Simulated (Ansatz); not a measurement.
## K₄Ti₂Be: settings compared (Ansatz)

Input:

```yaml
crystal:
  lattice:
    - [2.801007, 4.851486, 0.0]
    - [-2.801007, 4.851486, 0.0]
    - [0.0, -3.234321, 8.480877]
  atoms:
    - { symbol: Be, position: [0.0, 0.0, 0.0] }
    - { symbol: K, position: [0.37615, 0.37615, 0.12845] }
    - { symbol: K, position: [0.62385, 0.62385, 0.87155] }
    - { symbol: Ti, position: [0.07985, 0.07985, 0.23955] }
    - { symbol: Ti, position: [0.92015, 0.92015, 0.76045] }
    - { symbol: K, position: [0.20833, 0.20833, 0.62499] }
    - { symbol: K, position: [0.79167, 0.79167, 0.37501] }
  symmetry: { tolerance: 0.0003 }
kpoints:
  mp_grid: { grid: [4, 4, 4], shift: [0, 0, 0] }
magnetization:
  spin_polarized: false
scf:
  occupations: { method: gaussian, width: 0.1269 }
hamiltonian:
  pseudopotentials: { kind: paw }
  xc: pbe
basis:
  ecutwfc: 420
output:
  forces: true
  stress: true
  eigenvalues: true
  write_density: true
  write_potential: true
  elf: true
  volumetric_format: npy
```

Run with:

```bash
ansatz run input.yaml --threads 1 --pin off --max-ram 2560MiB --backend cpu --events-out ev --progress --plain --runs-dir out
```

Origin of the cell: a known structure type with other elements, at an estimated volume, so it need not be a known compound.

Output of this run (shortened):

```
Warning: crystal.lattice misses the space group found at crystal.symmetry.tolerance 3.0e-4 in a digit that the deck types, which is why this is a warning: making the lattice exact moves one o […]
Pseudopotentials: kind: paw
Pseudopotential: Be, paw, valence charge 2, recommended cutoff 420 eV (normal), Be.paw.azcp
Pseudopotential: K, paw, valence charge 9, recommended cutoff 420 eV (normal), K.paw.azcp
Pseudopotential: Ti, paw, valence charge 12, recommended cutoff 420 eV (normal), Ti.paw.azcp
Functional definition: PBE
  exchange = pbe_x(kappa = kappa, mu = beta*pi^2/3)
  correlation = pbe_c(beta = beta)
Crystal: 7 atoms, lattice volume = 230.494 Å³
Basis set: ecut = 420 eV, 4517 PW (Γ), exchange–correlation on 80×80×128 points (8 copies of the dense FFT grid, shifted against one another)
Bands: 38, of which v1, the nominal top of the filled ones, is band 31 counted from 1 (30 counted from 0)
Symmetry: 12 space group operations
[… 8 lines left out …]
Initial density: superposition of atomic densities (neutral atoms: chi_scale 0, normalization atom), corrected by the library's trained network
Functional: x = pbe(κ = 0.804, μ = 0.219515), c = pbe(β = 0.066725)
SCF iter   1: F=—  HF=-11232.696779 eV  Δρ=8.33e-3  dr2=2.18e-1
SCF iter   2: F=—  HF=-11232.672127 eV  Δρ=3.62e-3  dr2=6.57e-2
SCF iter   3: F=—  HF=-11232.668808 eV  Δρ=1.69e-3  dr2=8.15e-3
SCF iter   4: F=—  HF=-11232.668177 eV  Δρ=6.56e-4  dr2=1.57e-3
SCF iter   5: F=—  HF=-11232.668207 eV  Δρ=2.07e-4  dr2=1.89e-4
SCF iter   6: F=—  HF=-11232.668223 eV  Δρ=1.02e-4  dr2=5.78e-5
SCF iter   7: F=—  HF=-11232.668295 eV  Δρ=3.29e-5  dr2=8.50e-6
SCF iter   8: F=—  HF=-11232.668294 eV  Δρ=1.26e-5  dr2=7.43e-7
SCF iter   9: F=—  HF=-11232.668294 eV  Δρ=5.37e-6  dr2=1.08e-7
SCF iter  10: F=-11232.668294 eV  HF=-11232.668294 eV  Δρ=9.62e-7  dr2=2.68e-9
SCF 1 converged in 10 iterations: F = -11232.668294 eV  dr2 = 2.68e-9
SCF converged after 10 iterations
Free energy (F): -11232.668294 eV
Harris-Foulkes:  -11232.668294 eV  (|F-HF|=9.59e-10)
Internal energy: -11232.555068 eV  (E = F + TS)
E sigma→0 (E₀):  -11232.611681 eV
Entropy (-TS):   -0.113226 eV (-16.175 meV/atom)
Fermi energy:    5.041929 eV
--- Per-component energies (eV) ---
  E_band       = -932.044418
  E_kinetic    = 1582.948009
  E_local      = -5144.587652  (includes V_loc(G=0)·N_el)
  E_nonlocal   = 85.746417
  E_hartree    = 1962.824340
  E_xc         = -748.455235
  E_vxc        = -915.063705  (∫ρ·V_xc dr)
  E_paw        = -5287.503232  (= ΣΔE_a)
  E_vpaw       = -466.736176  (= ΣTr[D̂ρ^β])
  E_aug_tail   = 0.000237  (compensation charges beyond the density's cutoff)
  E_ewald      = -3683.527952
  E_smearing   = -0.113226  (= −TS)
  Σ components = -11232.668294   (vs F -11232.668294, Δ=0.00e0)
--- Forces (eV/Å), atoms counted from 1 ---
  atom   1  Be     0.000000     0.000000     0.000000
  atom   2  K     -0.000000    -0.000000    -0.572204
  atom   3  K     -0.000000     0.000000     0.572204
  atom   4  Ti    -0.000000     0.000000     1.590527
  atom   5  Ti    -0.000000    -0.000000    -1.590527
  atom   6  K     -0.000000     0.000000     0.130931
  atom   7  K     -0.000000    -0.000000    -0.130931
  max |Σ_I F_I| component: 3.59e-17 eV/Å
--- Stress (GPa, compression-positive) ---
        4.710970       0.000000       0.000000
        0.000000       4.710970       0.000001
       -0.000000       0.000001       8.386594
  P = ⅓ Tr σ = 5.9362 GPa (59.362 kbar)
```

The same input was run again with these changes:

1. `kpoints.mp_grid.grid` [4, 4, 4] → [1, 1, 1]; `scf.n_extra_bands` default → 4; `hamiltonian.hubbard` default → { sites: [{ species: Ti, l: d, u_eff: 4.0 }], double_counting: fll }
2. `kpoints.mp_grid.grid` [4, 4, 4] → [3, 3, 3]; `scf.mixing.preconditioner` default → none
3. `scf.n_extra_bands` default → 4
4. `scf.lower_state_search` default → standard; `scf.eigensolver.kind` default → davidson; `basis.ecutwfc` 420 → "600 eV"

| run | end | SCF iterations | P (GPa) | max force component (eV/Å) | gap on mesh (eV) | moment (μB) | ΔE(σ→0) (meV/atom) |
| --- | --- | --- | --- | --- | --- | --- | --- |
| base | converged | 10 | 5.94 | 1.591 | none | – | 0 |
| 1 | converged | 13 | 4.96 | 0.887 | 0.79 | – | – |
| 2 | converged | 10 | 5.94 | 1.588 | none | – | 1.28 |
| 3 | converged | 9 | 5.94 | 1.591 | none | – | 0.00 |
| 4 | converged | 10 | 5.94 | 1.590 | none | – | -0.45 |

Energies are compared only where functional, datasets, charge and starting cell are the same.

Not properties of the system: run 1 (too coarse or loose: `kpoints.mp_grid.grid` = [1, 1, 1]).

Caveats of the base run: no moments, though an odd count or open d shells may carry them; the k mesh is coarse if the cell is a metal.

The base run ran for 7.9 s on 1 thread of Arm Neoverse V2, with other jobs on the host, peak memory 0.47 GiB, from the program's own first density.
